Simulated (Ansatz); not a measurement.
The relaxed structure here is a generated cell of InAs: the first start was made by placing the elements on the sites of a structure type, and the end was not matched to a known phase here, so it may be hypothetical. Known forms of InAs include space group No. 216.

One stationary structure of InAs. Space group P6₂22 (No. 180). These are r2SCAN (plane waves to 500 eV, PAW, scalar-relativistic; Ansatz, a first-principles code) values and carry that method's errors.

```cif
data_As3In3
_chemical_formula_sum 'In3 As3'
_space_group_name_H-M_alt 'P 1'
_space_group_IT_number 1
_cell_length_a 4.29374
_cell_length_b 4.29374
_cell_length_c 9.62181
_cell_angle_alpha 90.000
_cell_angle_beta 90.000
_cell_angle_gamma 120.000
loop_
_space_group_symop_operation_xyz
  'x, y, z'
loop_
_atom_site_label
_atom_site_type_symbol
_atom_site_fract_x
_atom_site_fract_y
_atom_site_fract_z
_atom_site_occupancy
In1 In 0.50000 0.00000 0.50000 1
In2 In 0.00000 0.50000 0.16667 1
In3 In 0.50000 0.50000 0.83333 1
As1 As 0.50000 0.00000 0.00000 1
As2 As 0.00000 0.50000 0.66667 1
As3 As 0.50000 0.50000 0.33333 1
```

### Question
Predict the band gap from r2SCAN.

### Answer
No clear gap: the sampled points leave 0.04 eV away from the symmetry points, which may be a band crossing missed between them.

### Question
What smallest direct gap does r2SCAN give?

### Answer
0.09 eV at or next to Γ.

No spin polarisation in the result.

The run could not lose the symmetry of its start: the end is stationary, and may be a saddle point rather than a minimum.
